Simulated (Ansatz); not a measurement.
**Al: where the heat goes in a short trajectory**

Computed with DFT PBEsol, scalar-relativistic, plane waves, PAW (Ansatz 0.2.0). Settings: plane waves to 420 eV, k-mesh 2×2×2 (shifted by 0.5, 0.5, 0.5 steps), Fermi–Dirac smearing 0.16 eV. The mesh is coarse. No spin polarisation.

18 atoms start on the lattice sites below (V = 307.5 Å³, 1.06 times the source cell's; static pressure -1.04 GPa, largest force component 0.00 eV/Å) with velocities drawn for 1800 K; Nosé–Hoover thermostat aiming at the same temperature, at which the real crystal may have melted, fixed cell, 90 steps of 3 fs.

```
CELL_PARAMETERS angstrom
0.00000 -6.48971 -3.24485
3.24485 0.00000 -6.48971
6.48971 -3.24485 0.00000
ATOMIC_POSITIONS crystal
Al 0.83333 0.83333 0.83333
Al 0.88889 0.55556 0.22222
Al 0.61111 0.94444 0.27778
Al 0.94444 0.27778 0.61111
Al 0.66667 0.66667 0.66667
Al 0.72222 0.38889 0.05556
Al 0.44444 0.77778 0.11111
Al 0.77778 0.11111 0.44444
Al 0.50000 0.50000 0.50000
Al 0.22222 0.88889 0.55556
Al 0.55556 0.22222 0.88889
Al 0.27778 0.61111 0.94444
Al 0.33333 0.33333 0.33333
Al 0.05556 0.72222 0.38889
Al 0.38889 0.05556 0.72222
Al 0.11111 0.44444 0.77778
Al 0.16667 0.16667 0.16667
Al 0.00000 0.00000 0.00000
```

| t (fs) | T (K) | kinetic energy (meV/atom) | potential energy over the first frame (meV/atom) | P with the kinetic part (GPa) |
| --- | --- | --- | --- | --- |
| 0.0 | 1800 | 219.7 | 0.0 | 0.42 |
| 18.0 | 1269 | 154.9 | 65.4 | 2.22 |
| 36.0 | 731 | 89.2 | 133.4 | 4.39 |
| 54.0 | 782 | 95.5 | 132.6 | 4.80 |
| 72.0 | 1003 | 122.5 | 116.3 | 4.78 |
| 90.0 | 956 | 116.7 | 137.3 | 5.52 |
| 108.0 | 1238 | 151.1 | 118.8 | 5.64 |
| 126.0 | 1204 | 147.0 | 138.4 | 5.85 |
| 144.0 | 1205 | 147.1 | 149.5 | 5.89 |
| 162.0 | 1283 | 156.6 | 150.5 | 6.21 |
| 180.0 | 1171 | 143.0 | 174.0 | 6.95 |
| 198.0 | 1234 | 150.6 | 177.2 | 6.96 |
| 216.0 | 1322 | 161.4 | 178.9 | 6.83 |
| 234.0 | 1344 | 164.1 | 190.3 | 7.41 |
| 252.0 | 1331 | 162.5 | 206.5 | 7.88 |
| 270.0 | 1550 | 189.2 | 195.4 | 7.70 |

T counts 3N − 3 degrees of freedom. Means over every step of the second half, not only the rows shown: T = 1281 K, kinetic energy 156.4 meV/atom, potential energy 177.4 meV/atom, P = 6.94 GPa.

Task: Does the potential energy follow equipartition for harmonic vibrations?

Result: In a harmonic crystal each vibration holds as much potential as kinetic energy on average, here 156.4 meV/atom. The run has 177.4, a ratio of 1.13. That is near one, as for a crystal vibrating about its sites. So short a run gives a rough mean. T is still well under the temperature that the thermostat aims for. Electronic entropy is part of the potential energy at this smearing.

Task: Split the rise of pressure into the kinetic part and the rest. Can a thermal Grüneisen parameter be estimated?

Result: The program counts the kinetic part as N k_B T/V = 1.04 GPa. The pressure lies 7.98 GPa over the static one in all, so the forces add 6.94 GPa. For a harmonic mode with ω ∝ V^(−γ) and an amplitude that scales with the cell, the forces add (2γ − 2/3)U/V, which needs no equipartition; when U equals the kinetic energy K, this and the kinetic part 2K/(3V) sum to the Mie–Grüneisen γE_th/V. With U = N × 177.4 meV, γ = 1/3 + V ΔP_forces/(2U) = 2.42, for harmonic vibrations a mean over the modes weighted by their potential energy, for uniform scaling of the cell (in a layered or otherwise anisotropic crystal this differs from γ under hydrostatic pressure). Most solids fall between 1 and 3, and tetrahedral, framework and layered ones often lower; anharmonic motion and pressure swings in a cell of 18 atoms make this value uncertain by tenths or more.

Cost: 1 run of about 5.2 core-minutes (earlier runs that led there not counted), on Arm Neoverse V2 (shared hosts).